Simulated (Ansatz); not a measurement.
A relaxation computed with Ansatz, from input to last step.

```yaml
crystal:
  lattice:
    - [1.9601935507, 1.1317182741, 9.0864914265]
    - [-1.9601935507, 1.1317182741, 9.0864914265]
    - [0.0, -2.2634365482, 9.0864914265]
  atoms:
    - { symbol: Sn, position: [0.0, 0.0, 0.0] }
    - { symbol: Sn, position: [0.2095, 0.2095, 0.2095] }
    - { symbol: Sn, position: [0.7905, 0.7905, 0.7905] }
    - { symbol: S, position: [0.4, 0.4, 0.4] }
    - { symbol: S, position: [0.6, 0.6, 0.6] }
basis:
  ecutwfc: 420
kpoints:
  mp_grid: { grid: [6, 6, 6] }
hamiltonian:
  xc: pbe
scf:
  occupations: { method: gaussian, width: 0.1 }
  lower_state_search: "off"
output:
  forces: true
  stress: true
  eigenvalues: true
relax:
  adjacent_minimum: "off"
  f_tol: 0.04
  max_steps: 70
  cell: { stress_tol: 0.4 }
```

```bash
ansatz run input.yaml --threads 1 --pin off --max-ram 2560MiB --backend cpu --events-out ev --progress --plain --runs-dir out
```

Level of theory: Ansatz 0.2.0, DFT PBE, scalar-relativistic, plane waves, PAW.

Of 9 frames 9 are shown, positions in Å and forces in eV/Å; the SCF threshold varies from step to step. Steps run on the plane waves of an earlier cell, with a Pulay correction in the pressure. The basis is chosen afresh for the last frame, the zero of the energies, and at times for earlier ones too; energy and pressure step there, also at an unchanged geometry.

```xyz
5
Lattice="1.9602 1.1317 9.0865 -1.9602 1.1317 9.0865 0.0000 -2.2634 9.0865" Properties=species:S:1:pos:R:3:forces:R:3 pbc="T T T" step=1 free_energy_over_end_meV_per_atom=63.59 pressure_GPa=3.67
Sn    0.0000    0.0000    0.0000    0.0000    0.0000    0.0000
Sn    0.0000    0.0000    5.7109    0.0000    0.0000   -0.7464
Sn    0.0000    0.0000   21.5486    0.0000    0.0000    0.7464
S     0.0000    0.0000   10.9038    0.0000    0.0000   -0.5965
S     0.0000    0.0000   16.3557    0.0000    0.0000    0.5965
5
Lattice="1.9622 1.1329 9.5292 -1.9622 1.1329 9.5292 0.0000 -2.2657 9.5292" Properties=species:S:1:pos:R:3:forces:R:3 pbc="T T T" step=2 free_energy_over_end_meV_per_atom=19.84 pressure_GPa=-0.52
Sn    0.0000    0.0000    0.0000    0.0000    0.0000    0.0000
Sn    0.0000    0.0000    5.8973    0.0000    0.0000    0.1865
Sn    0.0000    0.0000   22.6904    0.0000    0.0000   -0.1865
S     0.0000    0.0000   11.3785    0.0000    0.0000   -0.1904
S     0.0000    0.0000   17.2091    0.0000    0.0000    0.1904
5
Lattice="1.9295 1.1140 9.7526 -1.9295 1.1140 9.7526 0.0000 -2.2280 9.7526" Properties=species:S:1:pos:R:3:forces:R:3 pbc="T T T" step=3 free_energy_over_end_meV_per_atom=8.42 pressure_GPa=-0.17
Sn    0.0000    0.0000    0.0000    0.0000    0.0000    0.0000
Sn    0.0000    0.0000    6.0771    0.0000    0.0000    0.1359
Sn    0.0000    0.0000   23.1809    0.0000    0.0000   -0.1359
S     0.0000    0.0000   11.5799    0.0000    0.0000   -0.0049
S     0.0000    0.0000   17.6781    0.0000    0.0000    0.0049
5
Lattice="1.9044 1.0995 9.9561 -1.9044 1.0995 9.9561 0.0000 -2.1991 9.9561" Properties=species:S:1:pos:R:3:forces:R:3 pbc="T T T" step=4 free_energy_over_end_meV_per_atom=4.71 pressure_GPa=0.14
Sn    0.0000    0.0000    0.0000    0.0000    0.0000    0.0000
Sn    0.0000    0.0000    6.2501    0.0000    0.0000    0.0765
Sn    0.0000    0.0000   23.6183    0.0000    0.0000   -0.0765
S     0.0000    0.0000   11.7953    0.0000    0.0000    0.1072
S     0.0000    0.0000   18.0731    0.0000    0.0000   -0.1072
5
Lattice="1.8866 1.0892 10.1456 -1.8866 1.0892 10.1456 0.0000 -2.1785 10.1456" Properties=species:S:1:pos:R:3:forces:R:3 pbc="T T T" step=5 free_energy_over_end_meV_per_atom=2.37 pressure_GPa=0.20
Sn    0.0000    0.0000    0.0000    0.0000    0.0000    0.0000
Sn    0.0000    0.0000    6.4093    0.0000    0.0000    0.0214
Sn    0.0000    0.0000   24.0275    0.0000    0.0000   -0.0214
S     0.0000    0.0000   12.0339    0.0000    0.0000    0.0933
S     0.0000    0.0000   18.4029    0.0000    0.0000   -0.0933
5
Lattice="1.8748 1.0824 10.2882 -1.8748 1.0824 10.2882 0.0000 -2.1648 10.2882" Properties=species:S:1:pos:R:3:forces:R:3 pbc="T T T" step=6 free_energy_over_end_meV_per_atom=1.04 pressure_GPa=0.01
Sn    0.0000    0.0000    0.0000    0.0000    0.0000    0.0000
Sn    0.0000    0.0000    6.5097    0.0000    0.0000    0.0387
Sn    0.0000    0.0000   24.3550    0.0000    0.0000   -0.0387
S     0.0000    0.0000   12.2405    0.0000    0.0000    0.0406
S     0.0000    0.0000   18.6242    0.0000    0.0000   -0.0406
5
Lattice="1.8707 1.0800 10.3754 -1.8707 1.0800 10.3754 0.0000 -2.1601 10.3754" Properties=species:S:1:pos:R:3:forces:R:3 pbc="T T T" step=7 free_energy_over_end_meV_per_atom=0.91 pressure_GPa=-0.05
Sn    0.0000    0.0000    0.0000    0.0000    0.0000    0.0000
Sn    0.0000    0.0000    6.5887    0.0000    0.0000   -0.0470
Sn    0.0000    0.0000   24.5375    0.0000    0.0000    0.0470
S     0.0000    0.0000   12.3655    0.0000    0.0000   -0.0159
S     0.0000    0.0000   18.7607    0.0000    0.0000    0.0159
5
Lattice="1.8663 1.0775 10.3819 -1.8663 1.0775 10.3819 0.0000 -2.1550 10.3819" Properties=species:S:1:pos:R:3:forces:R:3 pbc="T T T" step=8 free_energy_over_end_meV_per_atom=0.78 pressure_GPa=0.01
Sn    0.0000    0.0000    0.0000    0.0000    0.0000    0.0000
Sn    0.0000    0.0000    6.5822    0.0000    0.0000    0.0087
Sn    0.0000    0.0000   24.5635    0.0000    0.0000   -0.0087
S     0.0000    0.0000   12.3749    0.0000    0.0000    0.0035
S     0.0000    0.0000   18.7707    0.0000    0.0000   -0.0035
5
Lattice="1.8663 1.0775 10.3819 -1.8663 1.0775 10.3819 0.0000 -2.1550 10.3819" Properties=species:S:1:pos:R:3:forces:R:3 pbc="T T T" step=9 free_energy_over_end_meV_per_atom=0.00 pressure_GPa=0.04
Sn    0.0000    0.0000    0.0000    0.0000    0.0000    0.0000
Sn    0.0000    0.0000    6.5822    0.0000    0.0000    0.0095
Sn    0.0000    0.0000   24.5635    0.0000    0.0000   -0.0095
S     0.0000    0.0000   12.3749    0.0000    0.0000    0.0040
S     0.0000    0.0000   18.7707    0.0000    0.0000   -0.0040
```

The start puts this composition into another compound's structure type, which needn't suit it. At the end the space group is R-3m (tolerance 0.05 Å).

The run took 83 s on 1 thread of Arm Neoverse V1 (shared host), peak memory 0.42 GiB.

The k mesh is coarse.